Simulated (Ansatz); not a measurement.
Input:

NbInO₄:
```
NbInO4
1.0
    4.84460     0.00000     0.00000
    0.00000     5.79121     0.00000
   -0.09954     0.00000     5.13930
Nb In O
2 2 8
Direct
  0.00000   0.82315   0.75000
  0.00000   0.17685   0.25000
  0.50000   0.31914   0.75000
  0.50000   0.68086   0.25000
  0.25960   0.37875   0.40041
  0.74040   0.62125   0.59959
  0.74040   0.37875   0.09959
  0.25960   0.62125   0.90041
  0.21341   0.89643   0.43817
  0.78659   0.10357   0.56183
  0.78659   0.89643   0.06183
  0.21341   0.10357   0.93817
```

This is the HSE06-relaxed structure. x, y and z are the axes in which the lattice vectors are written.

Problem. All from plane-wave PAW HSE06 (Ansatz code), unless another level is named. Give the smallest direct gap on the standard path.

Solution. 5.02 eV.

Problem. Give the band gap.

Solution. 4.86 eV (indirect).

Problem. Next, the conduction-band minimum?

Solution. off the standard path, at k = (0.161, 0.000, 0.479) in fractions of the reciprocal vectors.

Problem. Predict the valence-band maximum.

Solution. off the standard path, at k = (0.318, 0.000, -0.266) in fractions of the reciprocal vectors.

Space group P2/c. The first step of the workflow began from a Materials Project structure, measured or hypothetical; the Crystallography Open Database files this formula in space group No. 13, but the cells were not matched. Its standing as an ambient phase is unchecked. The HSE06 relaxation kept the symmetry of its start; whether a distortion lowers the energy is not shown. The run is not spin-polarised. The hybrid was solved on a coarse mesh, the path and, where they were found, the r²SCAN edge points; its band edges are the extreme levels among these. Scalar-relativistic: spin–orbit coupling is off unless named, which matters more the heavier the elements.

Potentials: the later of the program's two PAW sets.
